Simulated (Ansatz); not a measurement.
Suppose Si₂P takes space group P4/mmm (No. 123), with Si on 2g; P on 1c.

Theory: DFT PBE, scalar-relativistic, plane waves, PAW in Ansatz 0.2.0. Cutoff 420 eV, Γ-centred mesh, Gaussian smearing, no spin polarisation.

Energies over the elements count from the elements' standard structures at the same level, with no fitted energy shifts. The references include black phosphorus.

Task: Which cell and coordinates does it relax to?

Result:

Space group P4/mmm (No. 123). a = 3.157 Å, b = 3.157 Å, c = 4.957 Å, α = 90.00°, β = 90.00°, γ = 90.00°
```
atom  site  symmetry       x       y       z
  Si    2g       4mm  0.0000  0.0000  0.7459
   P    1c     4/mmm  0.5000  0.5000  0.0000
```

Around Si lie 2 Si at 2.44–2.52 Å, 4 P at 2.56 Å and 4 Si at 3.16 Å; P has 8 Si at 2.56 Å and 4 P at 3.16 Å. Another local minimum with the same sites may exist.

Task: Where does its energy lie, and is it a metal?

Result: The energy over the elements is +0.52 eV/atom and the gap on the 14×14×10 mesh of the 3-atom cell is 0 eV (a metal). It can't be a ground state, since the elements alone are lower.

The last run used Gaussian smearing of 0.10 eV. An odd number of electrons in the primitive cell allows no gap without spin; a larger cell or a magnetic state could open one. The cell is a metal run without spin; a magnetic state may lie lower. The reference form of P is held partly by dispersion forces, which this level lacks. A structure relaxed within its symmetry needn't be a true minimum. Another cell of Si2P relaxed alike, in P4/nmm, lies 187 meV/atom lower, so this cell isn't the stable form at this level.
